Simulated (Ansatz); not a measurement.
TaAlP2SO12, one structure, two calculations

Cell: a Materials Project structure (computed, not necessarily an observed phase), atoms as given.

Space group Cc (No. 9); a = 14.8741, b = 8.5434, c = 8.8419 Å, β = 123.86°.

| site | Wyckoff | site symmetry | x | y | z |
| --- | --- | --- | --- | --- | --- |
| Ta | 4a | 1 | 0.6075 | 0.7582 | 0.0783 |
| Al | 4a | 1 | 0.3924 | 0.2518 | 0.9334 |
| P5 | 4a | 1 | 0.4871 | 0.9665 | 0.2444 |
| P6 | 4a | 1 | 0.8616 | 0.9036 | 0.2449 |
| S | 4a | 1 | 0.1448 | 0.8834 | 0.2471 |
| O11 | 4a | 1 | 0.4224 | 0.0709 | 0.0799 |
| O12 | 4a | 1 | 0.5492 | 0.3157 | 0.0861 |
| O13 | 4a | 1 | 0.8641 | 0.8700 | 0.0791 |
| O17 | 4a | 1 | 0.5689 | 0.9331 | 0.9171 |
| O18 | 4a | 1 | 0.4605 | 0.6775 | 0.9169 |
| O19 | 4a | 1 | 0.1424 | 0.1322 | 0.9126 |
| O23 | 4a | 1 | 0.4212 | 0.1367 | 0.7843 |
| O24 | 4a | 1 | 0.8606 | 0.9248 | 0.7820 |
| O25 | 4a | 1 | 0.2421 | 0.1849 | 0.7743 |
| O29 | 4a | 1 | 0.5682 | 0.8622 | 0.2246 |
| O30 | 4a | 1 | 0.1480 | 0.0578 | 0.2254 |
| O31 | 4a | 1 | 0.7589 | 0.8215 | 0.2199 |

One atom of each set is listed; the run and its k-mesh use a cell of 34 atoms with edges of 8.58, 8.58, 8.84 Å.

First run. Computed with Ansatz: DFT, PBE, plane waves and PAW, scalar-relativistic, 420 eV cutoff, Γ-centred 3×3×3 k-points, Fermi–Dirac smearing 0.02 eV.

```csv
site,V_zz (10²¹ V/m²),η
Ta,-17.55,0.66
Al,2.71,0.18
P5,-4.49,0.34
P6,-4.02,0.24
S,-2.83,0.19
O12,14.62,0.07
O13,11.17,0.06
O17,9.70,0.07
O18,9.76,0.08
O19,14.81,0.10
O25,14.48,0.08
O29,9.69,0.07
O30,14.56,0.09
O31,9.59,0.08
```

Second run. The same atoms and settings, except that the functional is r2SCAN and the cutoff is 500 eV.

(1) What does the second run give?

Results:

(1) 

```tsv
site	V_zz	η	change of V_zz
Ta	-17.82	0.66	-0.27
Al	2.67	0.18	-0.04
P5	-4.76	0.38	-0.27
P6	-4.25	0.28	-0.23
S	-3.01	0.18	-0.18
O12	15.00	0.08	+0.38
O13	11.22	0.07	+0.05
O17	9.90	0.07	+0.20
O18	9.96	0.08	+0.20
O19	15.22	0.09	+0.41
O25	14.88	0.09	+0.40
O29	9.91	0.07	+0.22
O30	15.02	0.09	+0.46
O31	9.82	0.08	+0.23
```

The largest change of V_zz is on O30, from 14.56 to 15.02. In per cent, |V_zz| changes by +2 on Ta, -2 on Al, +6 on P, +6 on S, +1 to +3 on O (all sites that start above 0.5). The table leaves out 3 of the 17 sites, with |V_zz| up to 11.25; their tensors move by 0.15 at most along any direction. The statements above cover all sites.

Without spin–orbit coupling the gradients at and beside Ta can be off by some per cent, at some sites by more.
For the first run: The largest force is 0.5 eV/Å, so the atoms aren't at the calculated equilibrium and relaxing them would move these values. A computed database structure should lie near equilibrium, so this entry is doubtful. With these PAW files V_zz is typically within 2 to 3 % of all-electron values, but misses above 10 % occur on Ta.
For the second run: At this cell the principal stresses reach 5 GPa in size with r2SCAN, which can matter for small gradients. The largest force is 0.4 eV/Å, so the atoms aren't at the calculated equilibrium and relaxing them would move these values. With these PAW files V_zz is typically within 2 to 3 % of all-electron values, but misses above 10 % occur on Al, Ta.
